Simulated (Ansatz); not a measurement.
Level of theory: DFT PBE, scalar-relativistic, plane waves, PAW in Ansatz 0.2.0. Settings: cutoff 420 eV, Γ-centred meshes spaced at most about 0.3 Å⁻¹ (2π included), Gaussian smearing. No spin polarisation in the final relaxations.

All energies are static (0 K, no zero-point motion). All come from trial cells, and lower structures may exist.

Task: These unrelaxed guesses for CeHf₂O₆ are each relaxed within their symmetry. Order them by the energy at which they end, lowest first.
A.

Space group P-3m1 (No. 164). a = 3.884 Å, b = 3.884 Å, c = 9.514 Å, α = 90.00°, β = 90.00°, γ = 120.00°
```
atom  site  symmetry       x       y       z
  Ce    1a      -3m. 0.0000  0.0000  0.0000
  Hf    2d       3m. 0.3333  0.6667  0.6667
   O    2d       3m. 0.6667  0.3333  0.5833
   O    2c       3m. 0.0000  0.0000  0.2500
   O    2d       3m. 0.3333  0.6667  0.9167
```

B.

Space group I4/mmm (No. 139). a = 3.884 Å, b = 3.884 Å, c = 16.478 Å, α = 90.00°, β = 90.00°, γ = 90.00°
| atom | site | symmetry | x | y | z |
| --- | --- | --- | --- | --- | --- |
| Ce | 2a | 4/mmm | 0.0000 | 0.0000 | 0.0000 |
| Hf | 4e | 4mm | 0.5000 | 0.5000 | 0.1667 |
| O | 4d | -4m2 | 0.5000 | 0.0000 | 0.2500 |
| O | 8g | 2mm. | 0.0000 | 0.5000 | 0.4167 |

Result: A (ends in P-3m1, 0 meV/atom), B (ends in I4/mmm, 11 meV/atom).

These runs have no spin–orbit coupling, which can matter for Hf. The 4f shell of Ce is treated without a Hubbard U, which places its levels poorly. Cells relaxed within their symmetry can be saddle points. Some candidate types were left out of the draw beforehand, so a known form may be missing.
